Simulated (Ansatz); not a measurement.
Ge:
```yaml
crystal:
  lattice:
    - [2.67667, 0.00000, 0.00000]
    - [0.00000, 2.67667, 0.00000]
    - [0.00000, 0.00000, 2.67667]
  atoms:
    - { symbol: Ge, position: [0.00000, 0.00000, 0.00000] }
```

Relaxed with r²SCAN. Special points in fractions of this cell's reciprocal vectors: Γ (0.000, 0.000, 0.000); X (0.000, 0.500, 0.000); M (0.500, 0.500, 0.000); R (0.500, 0.500, 0.500).

**Question.** List the band energies nearest the Fermi level at these points for the program Ansatz at the r²SCAN with spin–orbit coupling level (PAW).

**Answer.** In eV from the Fermi level; about four levels below and three above (degenerate sets whole), none deeper than 8.9 eV; points with the same levels are listed once.

```tsv
k	below	above
Γ	–	7.10 7.10 7.47 7.47 7.47 7.47
X	-5.90 -5.90	10.36 10.36 10.68 10.68
M	-2.74 -2.74 -2.58 -2.58	3.69 3.69 13.71 13.71
R	–	0.23 0.23 0.33 0.33
```

Space group Pm-3m (simple cubic). The cell is a constructed one: a structure type filled with these elements; neither database checked (COD, Materials Project) lists it. It is not the phase usual at ambient conditions (space group No. 227). The r²SCAN relaxation kept the symmetry of its start; its stability against distortions is not shown here.

Potentials: the later of the program's two PAW sets.
